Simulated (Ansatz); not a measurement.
Question: Name crystals whose computed values (r²SCAN in the plane-wave PAW code Ansatz) fall in these windows: gap (eV) 0.89 to 1.1; B₀ by P(V) fit (GPa) 42 to 52; HSE06 gap (eV) 1.1 to 1.4.

Answer: 

```csv
crystal,gap (eV),B₀ by P(V) fit (GPa),HSE06 gap (eV)
"BaAlGeH, P3m1 (Ba on 1b, Al on 1a, Ge on 1c, H on 1a)",1.02,48.8,1.21
"Ca6Sb2PN, Fm-3m (Ca on 24e, Sb on 8c, P on 4a, N on 4b)",0.97,50.9,1.24
"AlInSb2, P-4m2 (Al on 1a, In on 1c, Sb on 2g)",0.95,49.5,1.18
"TePb, rock salt",1.09,42.1,1.20
```
Others may fit too.

Typed or built starts, not in the databases checked: Ca6Sb2PN, Fm-3m (Ca on 24e, Sb on 8c, P on 4a, N on 4b). Standing as an ambient phase not checked: BaAlGeH, P3m1 (Ba on 1b, Al on 1a, Ge on 1c, H on 1a); AlInSb2, P-4m2 (Al on 1a, In on 1c, Sb on 2g). Perhaps ordered models of mixed-site phases: AlInSb2, P-4m2 (Al on 1a, In on 1c, Sb on 2g). All cells were relaxed under the symmetry of their starts (and spin orders); stability against distortions was not tested throughout. Spin–orbit coupling is left out wherever it is not named.

Potentials: the later of the program's two PAW sets.
